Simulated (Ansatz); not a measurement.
ZrIr:
```xyz
2
Lattice="3.2684 0.0000 0.0000 0.0000 3.2684 0.0000 0.0000 0.0000 3.2684" Properties=species:S:1:pos:R:3 pbc="T T T"
Zr     1.6342     1.6342     1.6342
Ir     0.0000     0.0000     0.0000
```

Relaxed with PBEsol. Special points in fractions of this cell's reciprocal vectors: Γ (0.000, 0.000, 0.000); X (0.000, 0.500, 0.000); M (0.500, 0.500, 0.000); R (0.500, 0.500, 0.500).

### Question
List the band energies nearest the Fermi level at these points for the program Ansatz at the PBEsol with spin–orbit coupling level (PAW).

### Answer
In eV from the Fermi level; about four levels below and three above (degenerate sets whole), none deeper than 8.9 eV; points with the same levels are listed once.

```json
[
 {"k": "Γ", "below": "-2.66 -2.66 -2.66 -2.66 -2.04 -2.04", "above": "1.47 1.47 1.47 1.47"},
 {"k": "X", "below": "-1.57 -1.57 -1.41 -1.41", "above": "0.04 0.04 0.45 0.45"},
 {"k": "M", "below": "-0.66 -0.66 -0.38 -0.38", "above": "0.37 0.37 1.02 1.02"},
 {"k": "R", "below": "-0.50 -0.50 -0.50 -0.50", "above": "2.98 2.98 4.87 4.87 4.87 4.87"}
]
```

Space group Pm-3m (CsCl type). The workflow started from an entry of the Crystallography Open Database (COD). Its standing as an ambient phase is unchecked. The cell was relaxed with PBEsol under the symmetry of its start. At this level the phase is mechanically unstable. The run is not spin-polarised.

Potentials: the later of the program's two PAW sets.
